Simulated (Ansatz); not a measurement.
## ZnCu2OsS4 in Ansatz, relaxation

Input:

```yaml
crystal:
  lattice:
    - [0.0, 5.291429, 0.0]
    - [5.291429, 0.0, 0.0]
    - [2.645714, 2.645714, -5.282276]
  atoms:
    - { symbol: Cu, position: [0.0, 0.0, 0.0] }
    - { symbol: Cu, position: [0.75, 0.25, 0.5] }
    - { symbol: Zn, position: [0.25, 0.75, 0.5] }
    - { symbol: Os, position: [0.5, 0.5, 0.0] }
    - { symbol: S, position: [0.37161, 0.88441, 0.74358] }
    - { symbol: S, position: [0.11559, 0.11519, 0.25642] }
    - { symbol: S, position: [0.88481, 0.37201, 0.74358] }
    - { symbol: S, position: [0.62799, 0.62839, 0.25642] }
  symmetry: { tolerance: 0.0003 }
kpoints:
  mp_grid: { grid: [5, 5, 5], shift: [0, 0, 0] }
magnetization:
  spin_polarized: false
scf:
  occupations: { method: fermi_dirac, width: 0.0269 }
  lower_state_search: "off"
hamiltonian:
  pseudopotentials: { kind: paw }
  xc: r2scan
basis:
  ecutwfc: 500
  fft_grid_basis: typed
relax:
  max_steps: 60
  cell: { p_target: 0.0 }
  f_tol: 0.03
output:
  forces: true
  stress: true
  eigenvalues: true
  populations: true
  elf: true
  write_potential: true
  volumetric_format: npy
  dos:
    e_range: [-12, 8]
    de: 0.05
    projected: { site_lists: { Cu: [Cu], Os: [Os], S: [S], Zn: [Zn] } }
  bader: false
checkpoint:
  read: saved_state
```

Run with:

```bash
ansatz run input.yaml --threads 2 --pin off --max-ram 3584MiB --backend cpu --events-out ev --progress --plain --runs-dir out
```

Origin of the cell: a known structure type with other elements, at an estimated volume, so it need not be a known compound.

The saved state is a converged single point of the same cell.

Steps («new basis» is an SCF on plane waves selected anew at the same cell):

| step | ΔF (meV/atom) | max force component (eV/Å) | P (GPa) | volume (Å³) | SCF iterations | step was |
| --- | --- | --- | --- | --- | --- | --- |
| 1 | 0.0 | 1.131 | -3.03 | 147.90 | 9 | accepted |
| 2 | -45.4 | 0.208 | 1.11 | 144.33 | 10 | accepted |
| 3 | -47.3 | 0.065 | 0.34 | 145.66 | 8 | accepted |
| 4 | -47.5 | 0.009 | 0.02 | 146.22 | 8 | accepted |
| 5 | -47.4 | 0.009 | 0.02 | 146.22 | 9 | new basis |

Step 1, with forces in eV/Å:

```xyz
8
Lattice="0.000 5.291 0.000 5.291 0.000 0.000 2.646 2.646 -5.282" Properties=species:S:1:pos:R:3:forces:R:3 pbc="T T T" step=1
Cu    0.000    0.000    0.000    0.000    0.000    0.000
Cu    2.646    5.291   -2.641    0.000    0.000    0.000
Zn    5.291    2.646   -2.641    0.000    0.000    0.000
Os    2.646    2.646    0.000    0.000    0.000    0.000
S     6.647    3.934   -3.928   -0.523    1.131   -1.090
S     1.288    1.290   -1.354    1.131    0.523    1.090
S     3.936    6.649   -3.928    0.523   -1.131   -1.090
S     4.003    4.001   -1.354   -1.131   -0.523    1.090
```

Step 2, with forces in eV/Å:

```xyz
8
Lattice="0.000 5.252 0.000 5.252 0.000 0.000 2.626 2.626 -5.233" Properties=species:S:1:pos:R:3:forces:R:3 pbc="T T T" step=2
Cu    0.000    0.000    0.000    0.000    0.000    0.000
Cu    2.626    5.252   -2.616    0.000    0.000    0.000
Zn    5.252    2.626   -2.616    0.000    0.000    0.000
Os    2.626    2.626    0.000    0.000    0.000    0.000
S     6.565    3.963   -3.947    0.086    0.208   -0.077
S     1.337    1.313   -1.285    0.208   -0.086    0.077
S     3.939    6.541   -3.947   -0.086   -0.208   -0.077
S     3.915    3.939   -1.285   -0.208    0.086    0.077
```

Step 3, with forces in eV/Å:

```xyz
8
Lattice="0.000 5.271 0.000 5.271 0.000 0.000 2.635 2.635 -5.243" Properties=species:S:1:pos:R:3:forces:R:3 pbc="T T T" step=3
Cu    0.000    0.000    0.000    0.000    0.000    0.000
Cu    2.635    5.271   -2.621    0.000    0.000    0.000
Zn    5.271    2.635   -2.621    0.000    0.000    0.000
Os    2.635    2.635    0.000    0.000    0.000    0.000
S     6.595    3.991   -3.962    0.022    0.065    0.020
S     1.355    1.312   -1.281    0.065   -0.022   -0.020
S     3.947    6.551   -3.962   -0.022   -0.065    0.020
S     3.916    3.959   -1.281   -0.065    0.022   -0.020
```

Step 5, with forces in eV/Å:

```xyz
8
Lattice="0.000 5.278 0.000 5.278 0.000 0.000 2.639 2.639 -5.248" Properties=species:S:1:pos:R:3:forces:R:3 pbc="T T T" step=5
Cu    0.000    0.000    0.000    0.000    0.000    0.000
Cu    2.639    5.278   -2.624    0.000    0.000    0.000
Zn    5.278    2.639   -2.624    0.000    0.000    0.000
Os    2.639    2.639    0.000    0.000    0.000    0.000
S     6.605    4.004   -3.964    0.003   -0.009   -0.006
S     1.365    1.312   -1.284   -0.009   -0.003    0.006
S     3.951    6.552   -3.964   -0.003    0.009   -0.006
S     3.913    3.966   -1.284    0.009    0.003    0.006
```

```yaml
Free_energy_lowered_by: 47.4 meV/atom
Volume_change: -1.14 %
Final_pressure: 0.02 GPa
Relaxation_steps_listed: 5
```

Caveats: no spin-orbit coupling, though heavy elements are present; the relaxation held the start's symmetry, so the end may be a saddle point.

It ran for 2.1 min on 2 threads of Arm Neoverse V2, on a shared host, peak memory 0.87 GiB, from a saved density.
